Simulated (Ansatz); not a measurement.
### Question
Each is relaxed and computed with DFT-r²SCAN in the program Ansatz with PAW potentials. Which is the only one with a gap?
(A) CaO, P4/nmm (Ca on 2c, O on 2a)
(B) Re2B, P4/nmm (Re on 2a, Re on 2c, B on 2c)
(C) Hf2C, P4/nmm (Hf on 2a, Hf on 2c, C on 2c)
(D) Co2Si, P4/nmm (Co on 2a, Co on 2c, Si on 2c)

### Answer
A, CaO, P4/nmm (Ca on 2c, O on 2a). CaO: gap 4.06 eV (indirect); Co2Si: metal; Hf2C: metal; Re2B: metal. Spin orders computed, not proven ground states: Co2Si, P4/nmm (Co on 2a, Co on 2c, Si on 2c) ferromagnetic. Constructed cells (a structure type filled with these elements, in neither database checked): Co2Si, P4/nmm (Co on 2a, Co on 2c, Si on 2c); Hf2C, P4/nmm (Hf on 2a, Hf on 2c, C on 2c); Re2B, P4/nmm (Re on 2a, Re on 2c, B on 2c). Typed or built starts, not in the databases checked: CaO, P4/nmm (Ca on 2c, O on 2a). Not the usual ambient phase: CaO, P4/nmm (Ca on 2c, O on 2a). All cells were relaxed under the symmetry of their starts (and spin orders); stability against distortions was not tested throughout. Rows with no word on spin ran without spin polarisation. Spin–orbit coupling is left out wherever it is not named.

Potentials: the earlier of the program's two PAW sets.
